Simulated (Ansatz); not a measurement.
## TiW$_{2}$: relaxed-ion elastic tensor

The calculation used DFT PBE, scalar-relativistic, plane waves, PAW in Ansatz. Settings: 420 eV plane-wave cutoff, Γ-centred 12×12×16 mesh, Fermi-Dirac smearing of 0.15 eV. No spin polarisation.

Equilibrium structure at this level:
```
CELL_PARAMETERS angstrom
4.48870 0.00000 0.00000
-2.24435 3.88733 0.00000
0.00000 0.00000 2.77224
ATOMIC_POSITIONS crystal
Ti 0.00000 0.00000 0.00000
W 0.33333 0.66667 0.34906
W 0.66667 0.33333 0.65094
```

The cell was found from a structure generator's guess, not taken from experiment. In a metal, frequencies and elastic constants depend on the k mesh and the smearing, soft modes and shear constants most. Spin–orbit coupling is left out, which matters for heavy elements.

(1) Give the relaxed-ion elastic constants (GPa, Voigt order xx yy zz yz xz xy, on the Cartesian axes of the cell above).

(2) Is the crystal stable against homogeneous strain?

(3) And the moduli of a polycrystal (Hill averages)?

Answers

(1)
C11 = 335.1, C12 = 174.3, C13 = 171.4, C14 = 1.3, C22 = 335.1, C23 = 171.4, C24 = -1.3, C33 = 332.6, C44 = 89.5, C55 = 89.5, C56 = 1.3, C66 = 80.4 GPa; the others vanish.

(2) Yes: the least eigenvalue of the tensor is 80.2 GPa.

(3) B = 226 GPa, G = 84 GPa, E = 225 GPa, ν = 0.33.
